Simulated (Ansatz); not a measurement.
## TiO₂ (P4_2/mnm): the size of the finite step

```yaml
crystal:
  lattice:
    - [4.59694, 0.00000, 0.00000]
    - [0.00000, 4.59694, 0.00000]
    - [0.00000, 0.00000, 2.95354]
  atoms:
    - { symbol: Ti, position: [0.00000, 0.00000, 0.00000] }
    - { symbol: Ti, position: [0.50000, 0.50000, 0.50000] }
    - { symbol: O, position: [0.30463, 0.30463, 0.00000] }
    - { symbol: O, position: [0.19537, 0.80463, 0.50000] }
    - { symbol: O, position: [0.69537, 0.69537, 0.00000] }
    - { symbol: O, position: [0.80463, 0.19537, 0.50000] }
```

The conventional cell has a = 4.597 Å, b = 4.597 Å, c = 2.954 Å, α = 90.00°, β = 90.00°, γ = 90.00°. Ti (atom 1) has 6 O at 1.95 to 1.98 Å as nearest neighbours. Around O (atom 3) lie 3 Ti at 1.95 to 1.98 Å.

Unless marked otherwise, the numbers come from r²SCAN, PAW on Ansatz 0.2.0's default frozen-core files (fitted under PBE), scalar-relativistic. k mesh 6×6×8, strains of ±0.008, fixed occupations, cutoff 500 eV. The cell was relaxed by PAW under this functional.

**Question.** Elastic constants come from stresses at strains of ±0.008 (two-point stencil): C11 = 290.8, C12 = 198.0, C13 = 165.0, C33 = 517.1, C44 = 128.0, C66 = 236.5 GPa. What does an amplitude of 0.02 give?

**Answer.** C11 = 288.3, C12 = 197.8, C13 = 164.4, C33 = 517.5, C44 = 128.0, C66 = 236.5 GPa. Nothing moves by 1 %.

Keep in mind: frozen-core PAW files fitted under PBE, their cores solved anew for the functional of the run.
